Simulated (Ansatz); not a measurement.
**LiV2O5: computed property card**

LiV₂O₅:
```
CELL_PARAMETERS angstrom
      3.56646     0.00000     0.00000
      0.00000    11.21885     0.00000
      0.00000     0.00000     4.54365
ATOMIC_POSITIONS crystal
  Li 0.00000 0.50000 0.76939
  Li 0.50000 0.00000 0.23061
  V  0.50000 0.65202 0.38126
  V  0.50000 0.34798 0.38126
  V  0.00000 0.84798 0.61874
  V  0.00000 0.15202 0.61874
  O  0.50000 0.63597 0.03123
  O  0.50000 0.36403 0.03123
  O  0.00000 0.86403 0.96877
  O  0.00000 0.13597 0.96877
  O  0.00000 0.00000 0.48360
  O  0.50000 0.50000 0.51640
  O  0.50000 0.82346 0.48383
  O  0.50000 0.17654 0.48383
  O  0.00000 0.67654 0.51617
  O  0.00000 0.32346 0.51617
```
The run is spin-polarised; directions of the spins, atom by atom: 0 0 ↑ ↑ ↑ ↑ 0 0 0 0 0 0 0 0 0 0.

Space group Pmmn (No. 59); conventional cell a = 3.566 Å, b = 11.219 Å, c = 4.544 Å, α = 90.00°, β = 90.00°, γ = 90.00°.

Method: r²SCAN+D4 (plane waves, PAW; program Ansatz). The cell and atoms are relaxed at this level. Other levels are named where they apply.

**Cell and energy**

| Property | Value |
|---|---|
| Volume per atom | 11.36 Å³ |
| Density | 3.45 g/cm³ |
| Formation energy from the elements (no fitted shifts) | -2.53 eV/atom |

**Electronic structure**

| Property | Result |
|---|---|
| Band gap | 0.40 eV (indirect) |
| Valence-band maximum | at S (k = 0.500, 0.500, 0.000 in fractions of the reciprocal vectors) |
| Conduction-band minimum | at Z (k = 0.000, 0.000, 0.500 in fractions of the reciprocal vectors) |
| Smallest direct gap on the standard path | 0.47 eV |
| Electron effective mass | 11, 20, 28 mₑ (principal values) |

**Magnetism**

| Property | Value |
|---|---|
| Magnetic order | ferromagnetic |
| Net moment | 0.12 μB per atom |

**Mechanics**

| Item | Result |
|---|---|
| Bulk modulus (Birch–Murnaghan fit) | 579 kbar |
| Pressure derivative B′ | 8.0 |

**Charges**

| Quantity | Value |
|---|---|
| Bader charges | Li +0.93, V +2.21, O -1.20 to -0.90 e |

The first step of the workflow began from a Materials Project structure, measured or hypothetical; the Crystallography Open Database copy checked does not list it. COD files the formula under space group No. 62, 63. Its standing as an ambient phase is unchecked. Symmetry was held in the r²SCAN+D4 relaxation; whether a distortion lowers the energy is not shown. Magnetic state: ferromagnetic, chosen from 3 collinear starts compared on coarse meshes (ties went to the first, and starts can fall back to one state), not a proven ground state. Other orbital occupations within this spin state were not tried. No Hubbard U is applied. Point labels and valley counts follow the cell and symmetry of the run, lower than the named group. The references are the lowest solids computed at this level, not always the standard phases (solids in place of the gases).

Potentials: the later of the program's two PAW sets.
